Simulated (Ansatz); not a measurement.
BP:
```cif
data_B3P3
_chemical_formula_sum 'B3 P3'
_space_group_name_H-M_alt 'P 1'
_space_group_IT_number 1
_cell_length_a 3.27650
_cell_length_b 3.27650
_cell_length_c 7.00477
_cell_angle_alpha 90.000
_cell_angle_beta 90.000
_cell_angle_gamma 120.000
loop_
_space_group_symop_operation_xyz
  'x, y, z'
loop_
_atom_site_label
_atom_site_type_symbol
_atom_site_fract_x
_atom_site_fract_y
_atom_site_fract_z
_atom_site_occupancy
B1 B 0.00000 0.50000 0.33333 1
B2 B 0.50000 0.50000 0.66667 1
B3 B 0.50000 0.00000 0.00000 1
P1 P 0.00000 0.50000 0.83333 1
P2 P 0.50000 0.50000 0.16667 1
P3 P 0.50000 0.00000 0.50000 1
```

Relaxed with r²SCAN.

### Question
Tabulate the valence density and the electron localisation function along the shortest B–P contact (2.01 Å), r²SCAN in the plane-wave PAW code Ansatz.

### Answer


| distance from B (Å) | density (e/Å³) | ELF |
|---|---|---|
| 0.20 | 0.47 | 0.01 |
| 0.30 | 0.62 | 0.10 |
| 0.40 | 0.73 | 0.34 |
| 0.50 | 0.79 | 0.63 |
| 0.60 | 0.81 | 0.80 |
| 0.70 | 0.80 | 0.89 |
| 0.80 | 0.80 | 0.92 |
| 0.91 | 0.81 | 0.93 |
| 1.01 | 0.84 | 0.94 |
| 1.11 | 0.88 | 0.94 |
| 1.21 | 0.92 | 0.94 |
| 1.31 | 0.91 | 0.91 |
| 1.41 | 0.84 | 0.83 |
| 1.51 | 0.70 | 0.62 |
| 1.61 | 0.50 | 0.26 |
| 1.71 | 0.30 | 0.03 |
| 1.81 | 0.15 | 0.00 |

The density is the valence pseudo-density with augmentation charge, so density and ELF within about 1 Å of a nucleus are not all-electron values.

Space group P6_422. The start of the workflow was typed in or built on a structure type; neither database checked (COD, Materials Project) lists it. It is not the phase usual at ambient conditions (space group No. 216). Symmetry was held in the r²SCAN relaxation; whether a distortion lowers the energy is not shown.

Potentials: the earlier of the program's two PAW sets.
